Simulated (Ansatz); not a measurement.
**TiTe: do energies and stresses tell the same story?**

The calculation used DFT r2SCAN, scalar-relativistic, plane waves, PAW (Ansatz).

Plane waves to 500 eV, a k mesh through Γ of 12×12×8 on the computed 4-atom cell and Gaussian smearing (0.10 eV); no spin polarisation.

Relaxed cell: P6_3/mmc, a = 3.707 Å, b = 3.707 Å, c = 7.175 Å, α = 90.00°, β = 90.00°, γ = 120.00°, 4 atoms in the primitive cell. Whether it is the stable form of this composition wasn't checked.

Energies at zero smearing and pressures from the stress tensor, at volumes with shape and atoms relaxed:
```tsv
V (Å³/atom)	E − E(first) (meV/atom)	P (GPa)
20.063	0.00	6.06
20.704	-17.34	2.79
21.344	-22.54	0.00
21.984	-17.43	-2.38
22.624	-3.57	-4.38
```

Question: Check P = −dE/dV between neighbouring volumes, and get the bulk modulus from the pressures alone.

Answer: With 1 eV/Å³ = 160.2 GPa:
```json
{"middle V (Å³/atom)": "20.383", "−ΔE/ΔV (GPa)": "4.340", "mean P (GPa)": "4.423"}
{"middle V (Å³/atom)": "21.024", "−ΔE/ΔV (GPa)": "1.301", "mean P (GPa)": "1.391"}
{"middle V (Å³/atom)": "21.664", "−ΔE/ΔV (GPa)": "-1.279", "mean P (GPa)": "-1.191"}
{"middle V (Å³/atom)": "22.304", "−ΔE/ΔV (GPa)": "-3.468", "mean P (GPa)": "-3.380"}
```

The two differ by 0.09 GPa at most. The mean of two end pressures misses the average over a step by about ΔV² P″/12, up to 0.04 GPa here; with that taken off 0.06 GPa remains. The stress is the derivative of the free energy, not of the energy at zero smearing, and with free energies 0.01 GPa remains. Around V = 21.344 Å³/atom, the two neighbours give B = −V ΔP/ΔV = 21.344 × 5.16 / 1.281 = 86.1 GPa, against B0 = 86.0 GPa from the Birch–Murnaghan fit of the energies.

Cost: 6 runs of about 18 core-minutes in all, on Arm Neoverse V1 (shared hosts).